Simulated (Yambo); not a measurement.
Yambo run on CsNbN$_{2}$ (space group Fd-3m, No. 227). The wavefunctions are PBEsol (Quantum ESPRESSO, PseudoDojo norm-conserving, 84 Ry, scalar-relativistic) ones on a 2×2×2 mesh (32 occupied bands); a = 6.337 Å, b = 6.337 Å, c = 6.337 Å, α = 60.00°, β = 60.00°, γ = 60.00°.

Yambo input:

```
rim_cut
gw0
dyson
el_el_corr
HF_and_locXC
mpa
em1d
RandQpts= 1000000
RandGvec= 1 Ry
EXXRLvcs= 84 Ry
VXCRLvcs= 336 Ry
Chimod= "HARTREE"
% BndsRnXm
 3 | 330 |
%
NGsBlkXm= 8 Ry
% LongDrXm
 1.0 | 1.0 | 1.0 |
%
EnSampXm= "2l"
EnGridXm= "lP"
% EnRngeXm
 0.0 | 40.0 | eV
%
% ImRngeXm
 2.72114 | 27.21138 | eV
%
% DmRngeXm
 0.02721 | 2.72114 | eV
%
ETStpsXm= 8
IntSolXm= "PT"
% GbndRnge
 1 | 330 |
%
GTermKind= "none"
DysSolver= "n"
ExtendOut
% QPkrange
 1 | 1 | 32 | 33 |
 2 | 2 | 32 | 32 |
%
```

k points by index: 1 = Γ, 2 = L.

Resulting energies as the program prints them:

```
#    K-point    Band    Eo [eV]    E [eV]    E-Eo [eV]    Vxc [eV]    Vnlxc [eV]    Sc|Eo [eV]    Sc|E [eV]    dSc/dw|Eo [eV]    Re(Z)    Im(Z)
#
    1    32    -0.013352    -0.022804    -0.009452    -16.01150    -18.97573    2.950035    2.954782    -10.75904    0.716599    -0.005843
    1    33    1.596591    2.438411    0.841820    -15.60090    -10.29262    -4.175299    -4.466459    -9.419205    0.742822    -0.005250
    2    32    0.000000    -0.007331    -0.007331    -16.05138    -19.01729    2.954664    2.958582    -10.76577    0.716472    -0.005877
```
(The two width columns are left out.) Convergence of these settings isn't established.

Spin-orbit coupling is not included.

Geometry of the Materials Project entry, not relaxed at this level.

The structure is a Materials Project entry; no match was found in the copy of COD used, and its stability was not checked.
